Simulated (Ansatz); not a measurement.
Rh (fcc, Cu type)

```yaml
crystal:
  lattice:
    - [0.00000, 1.90000, 1.90000]
    - [1.90000, 0.00000, 1.90000]
    - [1.90000, 1.90000, 0.00000]
  atoms:
    - { symbol: Rh, position: [0.00000, 0.00000, 0.00000] }
```

Equation-of-state scan: isotropic scaling of the cell above, V₀ being its volume. Symmetry pins the atoms to their sites.

The numbers are results of r2SCAN (plane waves to 500 eV, PAW, scalar-relativistic; Ansatz, a program for electronic structure), not measurements. k mesh 21×21×21 (Γ-centred), Fermi-Dirac smearing 0.05 eV. The energy includes the smearing's −TS. Stress and pressure are positive under compression. Rh is run without spin polarisation. Rh was relaxed with its symmetry unable to fall. ΔE is measured from the relaxed starting cell.

**Question.** What ΔE (meV/atom) and P (GPa) does the calculation give at V/V₀ = 0.840, 0.904, 0.936, 1.032, 1.064, 1.096, 1.128, 1.160?

**Answer.** 
| V/V₀ | ΔE (meV/atom) | P (GPa) |
|---|---|---|
| 0.840 | 440 | 76.6 |
| 0.904 | 137 | 36.8 |
| 0.936 | 57 | 22.1 |
| 1.032 | 12 | -8.2 |
| 1.064 | 43 | -14.9 |
| 1.096 | 92 | -20.3 |
| 1.128 | 154 | -24.8 |
| 1.160 | 227 | -28.4 |

(A scan under strain: stresses follow from slopes of the energy per volume, elastic moduli from its curvatures.)
